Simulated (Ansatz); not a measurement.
Starting cell, SrO (rock salt):

```
CELL_PARAMETERS angstrom
      0.00000     2.56110     2.56110
      2.56110     0.00000     2.56110
      2.56110     2.56110     0.00000
ATOMIC_POSITIONS crystal
  O  0.00000 0.00000 0.00000
  Sr 0.50000 0.50000 0.50000
```

Scan: atom 2 (Sr, nearest neighbour O at 2.561 Å; its periodic images, 3.6 Å or more away, move with it) is displaced along Cartesian [111], direction (0.577, 0.577, 0.577) in Cartesian axes, by s. The other atoms stay.

All values below come from PBEsol (plane waves to 420 eV, PAW, scalar-relativistic; Ansatz, a quantum-chemistry and plane-wave program). k mesh 9×9×9 (Γ-centred), Fermi-Dirac smearing 0.05 eV. Energies are smeared free energies. SrO was relaxed with its symmetry unable to fall. ΔE is measured from the undisplaced structure.

```
s (Å)   ΔE (meV/cell)
------  -------------
-0.770            744
-0.616            464
-0.462            249
-0.308            104
-0.154             25
0.000               0
0.154              25
0.308             104
0.462             249
0.616             464
0.770             744
```

Question: What force constant k = d²E/ds² at s = 0 does the table give?

Answer: 2.1 eV/Å². It is the second difference of the nearest points, corrected with the next pair.

Question: With k = 2.06 eV/Å² from the forces, is the well harmonic out to s = 0.770 Å?

Answer: ½ks² = 612 meV/cell against the computed 744 meV/cell, so the well is stiffer than harmonic there.

(For displaced atoms, the force is minus the slope of the energy, and its curvature is a force constant, which sets phonon frequencies.)
